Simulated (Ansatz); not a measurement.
Ag:
Space group Fm-3m (No. 225); a = b = c = 4.0018 Å, α = β = γ = 90.00°

| atom | site | symmetry | x | y | z |
|---|---|---|---|---|---|
| Ag | 4a | m-3m | 0.0000 | 0.0000 | 0.0000 |
(The calculation used a cell of 1 atom; values per cell refer to that cell.)

Relaxed with LDA.

**Question.** Which orbitals make up the states near the Fermi level in the program Ansatz at the LDA level (PAW)?

**Answer.** Within 0.5 eV of the Fermi level: Ag 5s 52 %, Ag 4d 20 %, outside the projected shells 28 %. Projections are on Löwdin-orthogonalised atomic valence shells; empty p or d shells of many metals are not among them.

**Question.** Tabulate the density of states.

**Answer.** States/eV per cell of 1 atom, in 0.25 eV bins, energy from the Fermi level.

| E (eV) | total | Ag 4d | Ag 5s |
|---|---|---|---|
| -7.85 | 0.06 | 0.00 | 0.06 |
| -7.60 | 0.09 | 0.00 | 0.08 |
| -7.35 | 0.11 | 0.00 | 0.10 |
| -7.10 | 0.14 | 0.01 | 0.13 |
| -6.85 | 0.36 | 0.17 | 0.18 |
| -6.60 | 1.59 | 1.23 | 0.35 |
| -6.35 | 2.84 | 2.39 | 0.43 |
| -6.10 | 2.81 | 2.53 | 0.27 |
| -5.85 | 2.07 | 1.94 | 0.12 |
| -5.60 | 2.01 | 1.92 | 0.06 |
| -5.35 | 2.30 | 2.21 | 0.07 |
| -5.10 | 2.32 | 2.21 | 0.09 |
| -4.85 | 3.49 | 3.33 | 0.13 |
| -4.60 | 3.16 | 3.01 | 0.12 |
| -4.35 | 2.21 | 2.08 | 0.10 |
| -4.10 | 2.51 | 2.40 | 0.08 |
| -3.85 | 2.80 | 2.71 | 0.07 |
| -3.60 | 2.34 | 2.26 | 0.06 |
| -3.35 | 2.27 | 2.20 | 0.06 |
| -3.10 | 3.10 | 3.03 | 0.05 |
| -2.85 | 2.67 | 2.61 | 0.06 |
| -2.60 | 0.36 | 0.28 | 0.08 |
| -2.35 | 0.22 | 0.12 | 0.09 |
| -2.10 | 0.22 | 0.11 | 0.10 |
| -1.85 | 0.22 | 0.10 | 0.11 |
| -1.60 | 0.22 | 0.09 | 0.12 |
| -1.35 | 0.22 | 0.08 | 0.12 |
| -1.10 | 0.23 | 0.07 | 0.13 |
| -0.85 | 0.24 | 0.07 | 0.13 |
| -0.60 | 0.25 | 0.06 | 0.14 |
| -0.35 | 0.26 | 0.06 | 0.14 |
| -0.10 | 0.26 | 0.05 | 0.14 |
| 0.15 | 0.26 | 0.05 | 0.13 |
| 0.40 | 0.26 | 0.04 | 0.13 |
| 0.65 | 0.26 | 0.04 | 0.13 |
| 0.90 | 0.25 | 0.03 | 0.12 |
| 1.15 | 0.25 | 0.03 | 0.12 |
| 1.40 | 0.26 | 0.03 | 0.11 |
| 1.65 | 0.26 | 0.02 | 0.10 |
| 1.90 | 0.25 | 0.02 | 0.10 |
| 2.15 | 0.24 | 0.02 | 0.09 |
| 2.40 | 0.23 | 0.02 | 0.08 |
| 2.65 | 0.21 | 0.01 | 0.07 |
| 2.90 | 0.20 | 0.01 | 0.06 |
| 3.15 | 0.19 | 0.01 | 0.05 |
| 3.40 | 0.17 | 0.01 | 0.05 |
| 3.65 | 0.16 | 0.01 | 0.04 |
| 3.90 | 0.19 | 0.01 | 0.07 |
| 4.15 | 0.34 | 0.03 | 0.19 |
| 4.40 | 0.35 | 0.02 | 0.19 |
| 4.65 | 0.32 | 0.02 | 0.16 |

The cell keeps a stress of up to 0.2 GPa. The cell was relaxed with LDA under the symmetry of its start. The run is not spin-polarised. Spin–orbit coupling is left out wherever it is not named.

Potentials: the later of the program's two PAW sets.
